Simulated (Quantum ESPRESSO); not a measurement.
# Kohn-Sham bands of HgI2 (Cmc2₁)

```xyz
6
Lattice="2.4830 -3.7267 0.0000 2.4830 3.7267 0.0000 0.0000 0.0000 13.9967" Properties=species:S:1:pos:R:3 pbc="T T T"
Hg     0.0000    -2.5602    -0.0175
Hg     0.0000     2.5602     6.9808
I      0.0000    -2.9616     5.1634
I      0.0000     2.9616    -1.8350
I      0.0000     0.6333    -5.1919
I      0.0000    -0.6333     1.8064
```

Cell from Materials Project (mp-23173), symmetrised, no further relaxation. COD (Crystallography Open Database) has the formula in 4 space groups, this one among them (matched by group alone). Computed values, not measurements, from PBEsol: Quantum ESPRESSO (norm-conserving PseudoDojo potentials, cutoff 56 Ry, no spin polarisation, no spin-orbit coupling) on a Γ-centred 6×6×4 mesh, then Wannier90. Density: 8×8×4 mesh, cold smearing 0.01 Ry. Spin-orbit coupling is left out although heavy elements are present.

List the Kohn-Sham levels between −8 and 5.1 eV relative to the valence-band maximum at the high-symmetry points, as a band run of pw.x on that density gives them (levels within 2 meV counted together).


```csv
point,k (reciprocal lattice),levels (eV)
Γ,0.000 0.000 0.000,"-6.33, -6.24, -5.88, -5.86, -5.85 (×2), -5.48 (×2), -5.40 (×2), -3.59, -3.25, -1.84, -1.22, -0.47, -0.29, -0.28, -0.15, -0.15, -0.13, -0.05, -0.04, 2.13, 3.11, 4.13, 4.25"
Y,0.500 -0.500 0.000,"-6.13, -6.12, -5.78 (×2), -5.77, -5.77, -5.46 (×2), -5.41 (×2), -3.73, -3.68, -2.48, -2.36, -1.59, -1.56, -1.50, -1.22, -0.61, -0.32, -0.22 (×2), 2.10, 2.30, 4.65, 5.02"
C_0,0.639 -0.361 0.000,"-6.15, -6.13, -5.79, -5.79, -5.78, -5.78, -5.43 (×2), -5.43 (×2), -3.65, -3.60, -2.27, -2.26, -1.69, -1.54, -1.53, -1.36, -0.65, -0.57, -0.56, -0.02, 2.38, 2.62"
Σ_0,0.361 0.361 0.000,"-6.15, -6.13, -5.79, -5.79, -5.78, -5.78, -5.43 (×2), -5.43 (×2), -3.65, -3.60, -2.27, -2.26, -1.69, -1.54, -1.53, -1.36, -0.65, -0.57, -0.56, -0.02, 2.38, 2.62"
Z,0.000 0.000 -0.500,"-6.29 (×2), -5.87 (×2), -5.85 (×2), -5.48 (×2), -5.40 (×2), -3.45 (×2), -1.47 (×2), -0.41 (×2), -0.28 (×2), -0.15 (×2), 0.00 (×2), 2.63 (×2), 4.20 (×2)"
A_0,0.361 0.361 -0.500,"-6.14 (×2), -5.79 (×2), -5.78 (×2), -5.43 (×2), -5.43 (×2), -3.63 (×2), -2.26 (×2), -1.65 (×2), -1.45 (×2), -0.62 (×2), -0.24 (×2), 2.48 (×2)"
E_0,0.639 -0.361 -0.500,"-6.14 (×2), -5.79 (×2), -5.78 (×2), -5.43 (×2), -5.43 (×2), -3.63 (×2), -2.26 (×2), -1.65 (×2), -1.45 (×2), -0.62 (×2), -0.24 (×2), 2.48 (×2)"
T,0.500 -0.500 -0.500,"-6.12 (×2), -5.78 (×2), -5.77 (×2), -5.46 (×2), -5.41 (×2), -3.70 (×2), -2.47 (×2), -1.47 (×2), -1.38 (×2), -0.39 (×2), -0.36 (×2), 2.28 (×2), 4.74 (×2)"
S,0.500 0.000 0.000,"-6.23, -6.18, -5.89, -5.88, -5.77, -5.76, -5.40, -5.40 (×3), -3.59, -3.52, -2.27, -2.12, -1.99, -1.72, -0.80, -0.52, -0.33, -0.31, -0.18, -0.14, 2.29, 2.61, 4.32, 4.42"
R,0.500 0.000 -0.500,"-6.20 (×2), -5.89 (×2), -5.77 (×2), -5.40 (×2), -5.39 (×2), -3.55 (×2), -2.30 (×2), -1.72 (×2), -0.60 (×2), -0.43 (×2), -0.17 (×2), 2.52 (×2), 4.37 (×2)"
```
